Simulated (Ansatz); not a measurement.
**TiPd$_{3}$: strain and displacement**

```
CELL_PARAMETERS angstrom
3.82000 0.00000 0.00000
0.00000 3.82000 0.00000
0.00000 0.00000 3.82000
ATOMIC_POSITIONS crystal
Ti 0.00000 0.00000 0.00000
Pd 0.00000 0.50000 0.50000
Pd 0.50000 0.00000 0.50000
Pd 0.50000 0.50000 0.00000
```

Atoms are numbered in the order listed.

The cell is COD entry 1522883, as deposited and not checked against the literature; nothing was relaxed.

Spin polarisation is left out, and whether a magnetic state lies lower isn't shown here.

Computed with DFT, LDA, all-electron LAPW, scalar-relativistic (Ansatz 0.2.0).

Sampling and basis: a Γ-centred 11×11×11 k mesh, Fermi–Dirac smearing of 0.05 eV, basis error target 1 meV/atom, no spin polarisation.

The unchanged cell is at 2.35 GPa.

In a metal, stresses and small energies carry noise from the k mesh.

x, y and z are the Cartesian axes of the cell as listed; fractional coordinates follow a strain, and an engineering shear is twice the off-diagonal strain component.

Q: With this change (equal xy, yz and zx engineering shear strains of -2 %), what becomes of the energy and stress?

A: Energy change +7 meV/atom; stress change (xx, yy, zz, yz, xz, xy) 0.32, 0.32, 0.32, 2.76, 2.76, 2.76 GPa, compression positive.

Q: With this change (equal xy, yz and zx engineering shear strains of -1 %), what becomes of the energy and stress?

A: Energy change +2 meV/atom; stress change (xx, yy, zz, yz, xz, xy) 0.08, 0.08, 0.08, 1.39, 1.39, 1.39 GPa, compression positive.

Q: With this change (equal xy, yz and zx engineering shear strains of +1 %), what becomes of the energy and stress?

A: Energy change +2 meV/atom; stress change (xx, yy, zz, yz, xz, xy) 0.08, 0.08, 0.08, -1.40, -1.40, -1.40 GPa, compression positive.

With equal xy, yz and zx engineering shear strains of +2 %: energy change +7 meV/atom; stress change (xx, yy, zz, yz, xz, xy) 0.33, 0.33, 0.33, -2.81, -2.81, -2.81 GPa, compression positive.
